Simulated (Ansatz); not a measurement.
## Ta4NiO11 and the effect of the functional

```cif
data_structure
_symmetry_space_group_name_H-M 'P1'
_symmetry_Int_Tables_number 1
_cell_length_a 5.2929
_cell_length_b 5.3359
_cell_length_c 7.9108
_cell_angle_alpha 90.301
_cell_angle_beta 93.724
_cell_angle_gamma 90.455
_cell_volume 222.94
loop_
_atom_site_label
_atom_site_type_symbol
_atom_site_symmetry_multiplicity
_atom_site_Wyckoff_symbol
_atom_site_fract_x
_atom_site_fract_y
_atom_site_fract_z
_atom_site_occupancy
Ta1 Ta 1 a 0.52261 0.46364 0.51843 1
Ta2 Ta 1 a 0.55532 0.53163 0.98083 1
Ta3 Ta 1 a 0.02338 0.98832 0.50961 1
Ta4 Ta 1 a 0.04916 0.02484 0.01689 1
Ni1 Ni 1 a 0.06538 0.57998 0.26898 1
O1 O 1 a 0.96711 0.93834 0.23892 1
O2 O 1 a 0.21005 0.28324 0.42990 1
O3 O 1 a 0.27287 0.71995 0.06145 1
O4 O 1 a 0.33888 0.23820 0.03682 1
O5 O 1 a 0.30665 0.75341 0.45874 1
O6 O 1 a 0.50103 0.44858 0.74991 1
O7 O 1 a 0.70564 0.16332 0.48732 1
O8 O 1 a 0.73302 0.83358 0.94060 1
O9 O 1 a 0.85284 0.36497 0.07896 1
O10 O 1 a 0.81889 0.65561 0.47584 1
O11 O 1 a 0.07718 0.01239 0.74680 1
```

The cell comes from a database or a generator and needn't be the stable form of this composition.

Kept alike: task single point; k mesh 2 × 2 × 2; occupations fermi-dirac, width 0.05 eV; collinear spin, ferromagnetic start. Program: Ansatz, Ansatz PAW. Cutoffs run from 420 to 500 eV. The mesh is that of the run's cell of 16 atoms. No spin-orbit coupling.

| functional | band gap (eV) | pressure (GPa) | largest site moment (μB) |
| --- | --- | --- | --- |
| B3LYP | 4.571 | -0.96 | 1.66 |
| PBE0 | 5.191 | -5.50 | 1.69 |
| r2SCANh | 4.102 | -6.27 | 1.68 |

The k mesh is coarse, so the values aren't converged. Pressure is positive in compression, with a Pulay correction for the finite cutoff. The runs hold the magnetic state that their start led to, which needn't be the lowest. Site moments count inside each atom's sphere or projector. A gap read on the mesh alone can miss an edge between its points. All rows use potentials made for PBE.

The band gap runs from 4.102 (r2SCANh) to 5.191 eV (PBE0). The pressure runs from -6.27 (r2SCANh) to -0.96 GPa (B3LYP). The largest site moment runs from 1.66 (B3LYP) to 1.69 μB (PBE0).
